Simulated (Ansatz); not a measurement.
## LuB2Ru3, a known structure type with other elements, at an estimated volume

```
B Ru Lu
1.0
     5.43639    0.00000    0.00000
    -2.71819    4.70805    0.00000
     0.00000    0.00000    3.05355
B Ru Lu
2 3 1
Direct
  0.33330 0.66670 0.00000
  0.66660 0.33330 0.00000
  0.50000 0.00000 0.50000
  0.50000 0.50000 0.50000
  0.00000 0.50000 0.50000
  0.00000 0.00000 0.00000
```

The numbers come from plane-wave PAW DFT (Ansatz): r2SCAN, no spin polarisation, 500 eV, 7×7×11 Γ-centred k points, fermi-dirac occupations (width 0.1 eV). Nothing was relaxed.

(1) What is the formation energy?

(2) Describe some of the short contacts.

(3) Give the Bader charges.

(4) What happens at the Fermi level?

Origin: a known structure type with other elements, at an estimated volume, so it need not be a known compound. Caveats: many states at the Fermi level without spin polarisation, so a magnetic state may lie lower.

Answers

(1) -0.51 eV an atom against the elements' usual phases (free molecules for gases, crystals otherwise, with no correction for O₂ or N₂), so it is bound against them; other compounds may still compete. Relaxing would lower it.

(2) B–Ru at 2.19 Å: least valence density 0.57 e/Å³ and ELF 0.48 there. Lu–Lu at 3.05 Å: least valence density 0.12 e/Å³ and ELF 0.05 there. Lu–Ru at 3.12 Å: least valence density 0.18 e/Å³ and ELF 0.13 there. Both are smooth PAW fields, read partly inside the augmentation spheres.

(3) Bader charges in e: Lu +1.67, B -0.30, Ru -0.35. In the mean Lu gives up most and Ru takes most.

(4) It is a metal, with about 3.8 states/eV a cell as the mean within 0.25 eV of the Fermi level, mostly Ru d (87 %).
